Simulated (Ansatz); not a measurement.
Input, command and steps of an Ansatz relaxation.

```yaml
crystal:
  lattice:
    - [-3.9187366792, 3.9975530273, -3.997592178]
    - [3.918745507, 3.8990600218, 3.8990903447]
    - [3.9187455432, -3.8990511939, -3.8990992087]
  atoms:
    - { symbol: Ag, position: [0.2519142413, 0.9998270005, 0.7529485306] }
    - { symbol: Ag, position: [0.9998273427, 0.2501939584, 0.7505030287] }
    - { symbol: Ag, position: [0.9998319107, 0.5001975286, 0.5005069132] }
    - { symbol: Ag, position: [0.7477443312, 0.0005581005, 0.2480530885] }
    - { symbol: Ag, position: [0.9998322556, 0.0001752251, 0.0004975386] }
    - { symbol: Ag, position: [0.9998318349, 0.7501827458, 0.2504949433] }
    - { symbol: Ag, position: [0.7477380236, 0.247727182, 0.0008628243] }
    - { symbol: Ag, position: [0.2519395376, 0.7526411752, 0.0001421145] }
    - { symbol: Ir, position: [0.4998248868, 0.0001742301, 0.500494191] }
    - { symbol: Ir, position: [0.7256242455, 0.4879558758, 0.7385098245] }
    - { symbol: Ir, position: [0.274017746, 0.2621657848, 0.5127176196] }
    - { symbol: Ir, position: [0.4998275319, 0.7311998585, 0.7315014311] }
    - { symbol: Ir, position: [0.4998252935, 0.2691824897, 0.2694823309] }
    - { symbol: Ir, position: [0.7256415647, 0.7382145713, 0.4882988052] }
    - { symbol: Ir, position: [0.2740112541, 0.5123867978, 0.2624701184] }
    - { symbol: Ir, position: [0.4998505508, 0.5001999515, 0.0005187122] }
  symmetry: { detect: false }
basis:
  ecutwfc: 420
kpoints:
  mp_grid: { grid: [4, 4, 4] }
hamiltonian:
  xc: pbesol
scf:
  occupations: { method: gaussian, width: 0.1 }
  lower_state_search: "off"
output:
  forces: true
  stress: true
  eigenvalues: true
relax:
  adjacent_minimum: "off"
  f_tol: 0.04
  max_steps: 25
  cell: { stress_tol: 0.3 }
```

```bash
ansatz run input.yaml --threads 4 --pin off --max-ram 9216MiB --backend cpu --events-out ev --progress --plain --runs-dir out
```

All numbers below come from Ansatz, DFT PBEsol, scalar-relativistic, plane waves, PAW.

Of 4 frames 3 are shown, positions in Å and forces in eV/Å; the SCF threshold varies from step to step. Steps run on the plane waves of an earlier cell, with a Pulay correction in the pressure. The basis is chosen afresh for the last frame, the zero of the energies, and at times for earlier ones too; energy and pressure can step there, also at an unchanged geometry. Where two frames share a geometry here, they differ by under 2 meV/atom and 0.3 GPa.

```xyz
16
Lattice="-3.9187 3.9976 -3.9976 3.9187 3.8991 3.8991 3.9187 -3.8991 -3.8991" Properties=species:S:1:pos:R:3:forces:R:3 pbc="T T T" step=1 free_energy_over_end_meV_per_atom=0.78 pressure_GPa=0.40
Ag    5.8815    1.9696   -0.0445    0.0001   -0.0465    0.0510
Ag    0.0034    2.0461   -5.9477   -0.0002    0.0000   -0.0003
Ag    0.0034    3.9957   -3.9981   -0.0002   -0.0002    0.0000
Ag   -1.9560    2.0242   -3.9542   -0.0002    0.0467   -0.0514
Ag   -3.9154    3.9956   -3.9982    0.0002   -0.0001    0.0002
Ag    0.0033    5.9452   -2.0486    0.0001    0.0000    0.0000
Ag   -1.9560    3.9517   -2.0266    0.0000    0.0513   -0.0465
Ag    1.9627    3.9412    1.9269    0.0002   -0.0512    0.0472
Ir    0.0033    0.0473   -3.9489    0.0009    0.0003    0.0004
Ir    1.9627    1.9238   -3.8777    0.0006    0.0894    0.0484
Ir    1.9628    0.1185   -2.0723   -0.0003    0.0489    0.0891
Ir    3.7733    1.9969   -1.9993    0.1063   -0.0006   -0.0006
Ir    0.1522    1.9969   -1.9993   -0.1064   -0.0005   -0.0007
Ir    1.9628    3.8752   -1.9264   -0.0006   -0.0489   -0.0881
Ir    1.9627    2.0698   -0.1209    0.0004   -0.0883   -0.0494
Ir    0.0034    3.9465   -0.0499   -0.0009   -0.0002    0.0008
16
Lattice="-3.9432 4.0182 -4.0182 3.9432 3.8738 3.8738 3.9432 -3.8738 -3.8738" Properties=species:S:1:pos:R:3:forces:R:3 pbc="T T T" step=2 free_energy_over_end_meV_per_atom=0.27 pressure_GPa=-0.62
Ag    5.9183    1.9641   -0.0438   -0.0002    0.0351   -0.0086
Ag    0.0034    2.0794   -5.9557    0.0000    0.0000    0.0001
Ag    0.0034    4.0163   -4.0187    0.0000    0.0001    0.0000
Ag   -1.9683    2.0503   -3.9754    0.0000   -0.0354    0.0087
Ag   -3.9399    4.0163   -4.0187    0.0000    0.0002    0.0001
Ag    0.0034    5.9532   -2.0818    0.0000    0.0000   -0.0001
Ag   -1.9683    3.9730   -2.0527    0.0001   -0.0086    0.0351
Ag    1.9750    3.9153    1.9073    0.0000    0.0085   -0.0354
Ir    0.0035    0.0703   -3.9465   -0.0011   -0.0002   -0.0002
Ir    1.9750    1.9518   -3.8725   -0.0002   -0.0091    0.0315
Ir    1.9750    0.1443   -2.0650    0.0000    0.0312   -0.0093
Ir    3.8135    2.0072   -2.0096   -0.1357    0.0002    0.0002
Ir    0.1364    2.0072   -2.0096    0.1358    0.0000    0.0002
Ir    1.9750    3.8701   -1.9541    0.0002   -0.0307    0.0083
Ir    1.9750    2.0627   -0.1468   -0.0001    0.0087   -0.0303
Ir    0.0033    3.9441   -0.0727    0.0010   -0.0001   -0.0002
16
Lattice="-3.9328 4.0104 -4.0104 3.9328 3.8794 3.8794 3.9328 -3.8794 -3.8794" Properties=species:S:1:pos:R:3:forces:R:3 pbc="T T T" step=4 free_energy_over_end_meV_per_atom=0.00 pressure_GPa=0.09
Ag    5.9026    1.9655   -0.0431    0.0000    0.0049   -0.0026
Ag    0.0034    2.0688   -5.9507    0.0000    0.0000    0.0000
Ag    0.0034    4.0085   -4.0110    0.0000    0.0000    0.0000
Ag   -1.9630    2.0412   -3.9684    0.0000   -0.0049    0.0026
Ag   -3.9295    4.0085   -4.0110    0.0000    0.0000    0.0000
Ag    0.0034    5.9482   -2.0713    0.0000    0.0000    0.0000
Ag   -1.9631    3.9659   -2.0436    0.0000   -0.0025    0.0049
Ag    1.9698    3.9201    1.9115    0.0000    0.0025   -0.0049
Ir    0.0034    0.0636   -3.9455    0.0000    0.0001    0.0001
Ir    1.9698    1.9446   -3.8711    0.0000    0.0081    0.0015
Ir    1.9698    0.1379   -2.0645    0.0000    0.0015    0.0080
Ir    3.7970    2.0033   -2.0057    0.0034    0.0000    0.0000
Ir    0.1426    2.0033   -2.0057   -0.0034    0.0000    0.0000
Ir    1.9698    3.8687   -1.9470    0.0000   -0.0016   -0.0081
Ir    1.9698    2.0621   -0.1404    0.0000   -0.0080   -0.0015
Ir    0.0034    3.9430   -0.0661    0.0000    0.0000    0.0001
```

It took 100 s on 4 threads of Intel(R) Xeon(R) Platinum 8488C (Sapphire Rapids) (shared host), peak memory 1.9 GiB.

The k mesh is coarse. Spin–orbit coupling is left out, which can shift energies with elements as heavy as these.